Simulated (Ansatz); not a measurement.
ZrBrN in space group Pmmn (No. 59; Zr on 2b, Br on 2a, N on 2a), r²SCAN+D4 in the plane-wave PAW code Ansatz, all energies at zero smearing, with the estimated change up to a 700 eV cutoff added, with one set of potentials and settings (totals compare only within such a set). Cell of 6 atoms (2 Zr, 2 Br, 2 N): -14757.237 eV.

```tsv
element	reference phase	E (eV/atom)
Zr	P6_3/mmc, 2 atoms in the cell	-4195.0904
Br	Cmce, 4 atoms in the cell	-2792.9529
N	Pa-3, 8 atoms in the cell	-384.8553
```

Formation energy per atom, worked out: (-14757.237 − 2×(-4195.0904) − 2×(-2792.9529) − 2×(-384.8553))/6 = -1.907 eV/atom (-184 kJ per mol of atoms), at 0 K, without zero-point energy or fitted corrections.

The workflow started from a Materials Project entry (that database holds measured and hypothetical structures alike); the Crystallography Open Database files this formula in space group No. 59, but the cells were not matched. Whether it is the stable phase at ambient conditions was not checked. The r²SCAN+D4 relaxation kept the symmetry of its start; whether a distortion lowers the energy is not shown. No spin polarisation was allowed. The references are the lowest solids computed at this level, not always the standard phases (solids in place of the gases).

Potentials: the later of the program's two PAW sets.
